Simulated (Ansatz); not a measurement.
## K (Fm-3m): PBEsol against LDA

```
K
1.0
     0.00000    3.28797    3.28797
     3.28797    0.00000    3.28797
     3.28797    3.28797    0.00000
K
1
Direct
  0.00000 0.00000 0.00000
```

This cell (71.09 Å³ an atom) was relaxed by PAW under PBEsol, and each functional gets its own cell relaxed so. Quantity: harmonic phonons by finite displacements (negative means unstable), on a 4×4×4 q mesh. The structure is a database entry and needn't be the stable phase.

Runs: (1) PBEsol, all-electron LAPW in Ansatz 0.2.0, scalar-relativistic; k mesh 16×16×16, Fermi-Dirac smearing of 0.050 eV, basis error target 1 meV/atom. (2) LDA, all-electron LAPW in Ansatz 0.2.0, scalar-relativistic; k mesh 16×16×16, Fermi-Dirac smearing of 0.050 eV, basis error target 1 meV/atom.

Under PBEsol: highest mode = 81.2 cm⁻¹, lowest at L = 32.0 cm⁻¹, lowest at X = 56.0 cm⁻¹, lowest at W = 51.7 cm⁻¹, Grüneisen γ (heat-capacity mean at 300 K) = 1.14.

Which way does LDA move the volume, and by how much?

a = 6.358 Å, 64.26 Å³ an atom: 9.6 % smaller.

What does LDA give for these quantities?

```
                                 quantity     PBEsol        LDA  change
                             highest mode  81.2 cm⁻¹  86.6 cm⁻¹    +7 %
                              lowest at L  32.0 cm⁻¹  33.4 cm⁻¹    +4 %
                              lowest at X  56.0 cm⁻¹  58.3 cm⁻¹    +4 %
                              lowest at W  51.7 cm⁻¹  54.4 cm⁻¹    +5 %
Grüneisen γ (heat-capacity mean at 300 K)       1.14       1.18    +3 %
```

Caveats: responses of metals move with mesh and smearing.
